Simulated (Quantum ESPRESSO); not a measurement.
# Solid-state NMR card for LiCl

```xyz
2
Lattice="0.0000 2.5648 2.5648 2.5648 0.0000 2.5648 2.5648 2.5648 0.0000" Properties=species:S:1:pos:R:3 pbc="T T T"
Li     0.0000     0.0000     0.0000
Cl     2.5648     2.5648     2.5648
```
The cell was made here from an entry of the Crystallography Open Database (unchecked): atoms relaxed with PBE in the measured cell (PBE without dispersion, pw.x of a modified build of Quantum ESPRESSO, symmetry kept).  Stability against distortions was not tested.

These are absolute shieldings with no macroscopic susceptibility term; δ = σ_ref − σ needs a reference computed alike. By our sweeps, such settings leave a few ppm in absolute σ. The datasets of Cl hold no d projectors, which limits absolute σ on these atoms.

Problem. What do the calculations give at each independent site (shieldings by GIPAW with PBE in Quantum ESPRESSO, on JTH PAW datasets, 25 Ha, k-mesh 5×5×5 shifted, f-sum rule met within 0.003 %)?

Solution. 
| site | site symmetry | σ_iso (ppm) |
|---|---|---|
| Li (atom 1) | m-3m | 81 |
| Cl (atom 2) | m-3m | 913 |
